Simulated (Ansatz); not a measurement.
# Structure relaxation, HfO$_{2}$

The start is a generated cell, HfO2 placed in the baddeleyite structure type. Cell shape, volume and atoms are optimised at zero target pressure with r2SCAN (plane waves to 500 eV, PAW, scalar-relativistic; Ansatz, a quantum-chemistry and plane-wave program). The first steps use a coarse 4×4×4 k-mesh.

Input geometry:
```
HfO2
1.0
    5.13229     0.00000     0.00000
    0.00000     5.19318     0.00000
   -0.84987     0.00000     5.22990
Hf O
4 8
Direct
  0.27540   0.03950   0.20830
  0.72460   0.53950   0.29170
  0.72460   0.96050   0.79170
  0.27540   0.46050   0.70830
  0.07000   0.33170   0.34470
  0.93000   0.83170   0.15530
  0.93000   0.66830   0.65530
  0.07000   0.16830   0.84470
  0.44960   0.75690   0.47920
  0.55040   0.25690   0.02080
  0.55040   0.24310   0.52080
  0.44960   0.74310   0.97920
```

Task: What is the largest force in the starting geometry, and on which atom (counted from 1)?

Result: 0.10 eV/Å, on Hf1, Hf2, Hf3, Hf4, O5, O6, O7, O8 (atoms numbered as listed).

Task: By how much does the energy per atom fall from start to end?

Result: 1 meV/atom.

Task: How does the volume per atom move from start to end?

Result: -0.7 %, from 11.62 to 11.54 Å³/atom.

Task: How do the shortest distances between atoms change?

Result: The closest pairs of elements (up to four, under 3.6 Å), start → end: Hf–O 2.04 → 2.04 Å; O–O 2.53 → 2.53 Å; Hf–Hf 3.32 → 3.31 Å.

Task: What band gap does the relaxed structure have at this level?

Result: 4.60 eV, indirect (valence top at Γ, conduction bottom at Y2) (no spin-orbit coupling).

Task: Give the final cell and atomic positions.

Result: 
Space group P2₁/c (No. 14); a = 5.114 Å, b = 5.182 Å, c = 5.296 Å, α = 90.00°, β = 99.46°, γ = 90.00°

| atom | site | symmetry | x | y | z |
|---|---|---|---|---|---|
| Hf | 4e | 1 | 0.2762 | 0.0419 | 0.2083 |
| O | 4e | 1 | 0.0700 | 0.3338 | 0.3440 |
| O | 4e | 1 | 0.5520 | 0.2577 | 0.0215 |

The space group stays P2₁/c (No. 14) (the run could not lower it); the end is AFLOW prototype A2B_mP12_14_2e_e (C43, as in ZrO2), with 12 atoms in the primitive cell. Final values are on a 5×5×5 k-mesh of the relaxed cell. No spin polarisation in the result.

The run could not lose the symmetry of its start.

The first start was generated by placing the elements on the sites of a structure type. A measured structure of HfO2 has the same space group, P2₁/c (No. 14); the sites were not compared with it.
